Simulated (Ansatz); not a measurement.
Given:

TiTe₂:
```cif
data_Te2Ti
_chemical_formula_sum 'Ti1 Te2'
_space_group_name_H-M_alt 'P 1'
_space_group_IT_number 1
_cell_length_a 7.24543
_cell_length_b 7.24543
_cell_length_c 7.24543
_cell_angle_alpha 30.092
_cell_angle_beta 30.092
_cell_angle_gamma 30.092
loop_
_space_group_symop_operation_xyz
  'x, y, z'
loop_
_atom_site_label
_atom_site_type_symbol
_atom_site_fract_x
_atom_site_fract_y
_atom_site_fract_z
_atom_site_occupancy
Ti1 Ti 0.00024 0.00024 0.00024 1
Te1 Te 0.75110 0.75110 0.75110 1
Te2 Te 0.58196 0.58196 0.58196 1
```

This is the r²SCAN+D4-relaxed structure.

### Question
All from the program Ansatz at the r²SCAN+D4 level (PAW), unless another level is named. Give the electronic character.

### Answer
metallic (no gap).

### Question
What about the density of states at the Fermi level?

### Answer
0.33 states/eV per atom (mean over ±0.08 eV).

### Question
Next, the formation energy from the elements (no fitted shifts)?

### Answer
-0.73 eV/atom.

Space group R3m. A made-up cell: these elements were put on the sites of a structure type; neither database checked (COD, Materials Project) lists it. COD files the formula under space group No. 164. Whether it is the stable phase at ambient conditions was not checked. Symmetry was held in the r²SCAN+D4 relaxation; its stability against distortions is not shown here. No spin polarisation was allowed. The references are the lowest solids computed at this level, not always the standard phases. Scalar-relativistic: spin–orbit coupling is off unless named, which matters more the heavier the elements.

Potentials: the later of the program's two PAW sets.
